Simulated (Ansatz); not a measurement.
C (graphite), relaxed with PBE+D3(BJ) (Ansatz, an electronic-structure program, plane waves, PAW): a = b = 2.465 Å, c = 6.754 Å, α = β = 90.00°, γ = 120.00°.

B₀ by P(V) fit (GPa): 31.4

The same phase is relaxed and computed with r²SCAN+D4 in the same code. What are the cell and these values now?

a = b = 2.453 Å, c = 6.767 Å, α = β = 90.00°, γ = 120.00°.

- B₀ by P(V) fit (GPa): 34.0

All cells were relaxed under the symmetry of their starts (and spin orders); stability against distortions was not tested throughout.

Potentials: the earlier of the program's two PAW sets.

Ansatz is a plane-wave DFT program.
